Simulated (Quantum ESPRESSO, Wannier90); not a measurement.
## Tight-binding from DFT: TiO2 (rutile)

```
CELL_PARAMETERS angstrom
      4.59984     0.00000     0.00000
      0.00000     4.59984     0.00000
      0.00000     0.00000     2.95921
ATOMIC_POSITIONS crystal
  Ti 0.50000 0.50000 0.00000
  Ti 0.00000 0.00000 0.50000
  O  0.69568 0.69568 0.50000
  O  0.30432 0.30432 0.50000
  O  0.80432 0.19568 0.00000
  O  0.19568 0.80432 0.00000
```

Structure: Materials Project mp-2657, symmetrised, not relaxed again. COD (Crystallography Open Database) has the formula in 6 space groups, this one among them (matched by group alone). Computed values, not measurements, from PBE: Quantum ESPRESSO (norm-conserving PseudoDojo potentials, cutoff 68 Ry, no spin polarisation, no spin-orbit coupling) on a Γ-centred 4×4×6 mesh, then Wannier90. Density: 8×8×10 mesh, cold smearing 0.01 Ry.

Functional, cutoff and mesh named above are those of the base row (4×4×6); the first column says what each row takes instead. Model: 16 functions from bands 9-24, start SCDM (isolated) (the valence bands). Energies are relative to the valence-band maximum; the misfit is to pw.x on a path, for all bands of the set. Only the mesh of Bloch states changes. Ω_total can sit in another minimum from row to row; Ω_I of an isolated set cannot.

| mesh | Ω_I (Å²) | Ω_total (Å²) | rms misfit (meV) | k-points (cost) | rough cost of nscf and overlaps (first row = 1) |
|---|---|---|---|---|---|
| 2×2×2 | 10.31 | 12.05 | 86 | 8 | 1.0 |
| 2×2×3 | 11.11 | 12.96 | 44 | 12 | 1.2 |
| 3×3×4 | 12.14 | 14.01 | 13 | 36 | 3 |
| 3×3×5 | 12.31 | 14.18 | 11 | 45 | 4 |
| 4×4×6 | 12.71 | 14.55 | 1.9 | 96 | 9 |
| 5×5×7 | 12.92 | 14.74 | 1.5 | 175 | 14 |
